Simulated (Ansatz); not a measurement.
MgB$_{2}$ (AlB2 type, space group P6/mmm)

```
CELL_PARAMETERS angstrom
      3.06322     0.00000     0.00000
     -1.53161     2.65283     0.00000
      0.00000     0.00000     3.49987
ATOMIC_POSITIONS crystal
  Mg 0.00000 0.00000 0.00000
  B  0.33333 0.66667 0.50000
  B  0.66667 0.33333 0.50000
```

The slice is a (1 -1 0 0) plane (indices of the conventional cell) through the point (0.667, 0.333, 0.500) (fractional), spanned by u = [110] and v = [001] in vectors of this cell: u (3.06 Å) and v (3.50 Å, at 90° to u). It covers one period; positions are fractions (u, v).

Calculation: PBEsol (plane waves to 420 eV, PAW, scalar-relativistic; Ansatz, a quantum-chemistry and plane-wave program). k mesh 17×17×13. Inside the PAW spheres the values are not all-electron values, and peaks at nuclei hang on which shells count as valence. MgB2 was relaxed with its symmetry unable to fall.

Q: Sketch the electron localisation function (ELF) on this plane as a map.

A: 
| v \ u | 0.00 | 0.10 | 0.19 | 0.29 | 0.38 | 0.48 | 0.57 | 0.67 | 0.76 | 0.86 | 0.95 |
|---|---|---|---|---|---|---|---|---|---|---|---|
| 0.92 | x | 0.21 | 0.68 | 0.78 | 0.69 | 0.57 | 0.61 | 0.75 | 0.77 | 0.48 | x |
| 0.83 | 0.34 | 0.50 | 0.70 | 0.73 | 0.64 | 0.55 | 0.58 | 0.70 | 0.73 | 0.62 | 0.39 |
| 0.75 | 0.56 | 0.60 | 0.65 | 0.62 | 0.51 | 0.42 | 0.45 | 0.58 | 0.65 | 0.63 | 0.58 |
| 0.67 | 0.50 | 0.50 | 0.49 | 0.38 | 0.19 | 0.12 | 0.14 | 0.28 | 0.45 | 0.50 | 0.50 |
| 0.58 | 0.31 | 0.31 | 0.26 | 0.13 | 0.05 | 0.04 | 0.04 | 0.07 | 0.20 | 0.29 | 0.31 |
| 0.50 | 0.22 | 0.21 | 0.17 | 0.07 | 0.03 | 0.04 | 0.04 | 0.04 | 0.12 | 0.20 | 0.22 |
| 0.42 | 0.31 | 0.31 | 0.26 | 0.13 | 0.05 | 0.04 | 0.04 | 0.07 | 0.20 | 0.29 | 0.31 |
| 0.33 | 0.50 | 0.50 | 0.49 | 0.38 | 0.19 | 0.12 | 0.14 | 0.28 | 0.45 | 0.50 | 0.50 |
| 0.25 | 0.56 | 0.60 | 0.65 | 0.62 | 0.51 | 0.42 | 0.45 | 0.58 | 0.65 | 0.63 | 0.58 |
| 0.17 | 0.34 | 0.50 | 0.70 | 0.73 | 0.64 | 0.55 | 0.58 | 0.70 | 0.73 | 0.62 | 0.39 |
| 0.08 | x | 0.21 | 0.68 | 0.78 | 0.69 | 0.57 | 0.61 | 0.75 | 0.77 | 0.48 | x |
| 0.00 | x | x | 0.66 | 0.80 | 0.70 | 0.56 | 0.62 | 0.77 | 0.78 | 0.38 | x |

Values: electron localisation function (ELF). Points within 0.4 Å of a nucleus are blanked (x), as the pseudised field means little there.
